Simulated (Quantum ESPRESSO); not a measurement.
# Strain and stress in Si2AlPC4

These are calculations, not measurements. They come from pw.x of Quantum ESPRESSO 7.5, a plane-wave density functional program, with PseudoDojo standard norm-conserving files (v0.5 for PBE, v0.4.1 for LDA and PBEsol). The cells are made up: elements, strain and atom displacements were drawn at random, and nothing was relaxed. There is no spin polarisation, spin-orbit coupling or dispersion term.

The cell has 8 sites of a zincblende or diamond lattice. Sites 1 to 4 hold Si Al P Si; sites 5 to 8 hold C C C C. Cell vectors in Å: (4.410, -0.004, 0.034); (-0.004, 4.502, 0.060); (0.034, 0.060, 4.463). Settings: PBE, cutoff 1116 eV, 4 x 4 x 4 k mesh shifted by half a step, Fermi-Dirac smearing of 0.025 eV.

Each run adds a strain along z to one cell, with the atoms carried along; the vectors above are those of run 4. Stress is positive in tension and P is minus a third of its trace. E is the free energy for each atom above the lowest run shown.

```
run  strain (%)  s_xx (GPa)  s_yy (GPa)  s_zz (GPa)  s_xy (GPa)  P (GPa)  E (meV/atom)
  1       -2.45        0.00        5.19       -1.02       -2.74    -1.39          0.11
  2       -2.18        0.35        5.47       -0.13       -2.71    -1.90          0.00
  3       -0.96        1.82        6.68        3.87       -2.56    -4.12          1.50
  5        1.44        4.27        8.62       11.57       -2.27    -8.15         14.22
  6        1.81        4.60        8.88       12.73       -2.23    -8.74         17.31
  7        2.06        4.81        9.04       13.51       -2.20    -9.12         19.55
  4        0.22           ?           ?           ?           ?        ?             ?
```

A rerun of one of these cells at 1347 eV and k mesh 6 x 6 x 6 moved values by no more than 0.007 eV in the cell's energy, 0.07 GPa in stress and 0.002 eV/Å in force.

## Worked fit

A parabola through the six runs shown gives s_zz = 6.98 + 3.22 e - 0.021 e² GPa, with e in per cent and a scatter of 0.01 GPa. The slope is a stiffness of 322 ± 1 GPa for each unit of this strain at e = 0. The atoms are clamped, and relaxing them would in general lower it. The error is the larger of the fit's own and the change that a cubic makes, rounded up.

## Withheld run

Question: what s_zz should run 4 give?

The fit gives 7.69 GPa. The calculation gave 7.69 GPa.

```
run,strain (%),s_xx (GPa),s_yy (GPa),s_zz (GPa),s_xy (GPa),P (GPa),E (meV/atom)
4,0.22,3.10,7.70,7.69,-2.42,-6.16,6.18
```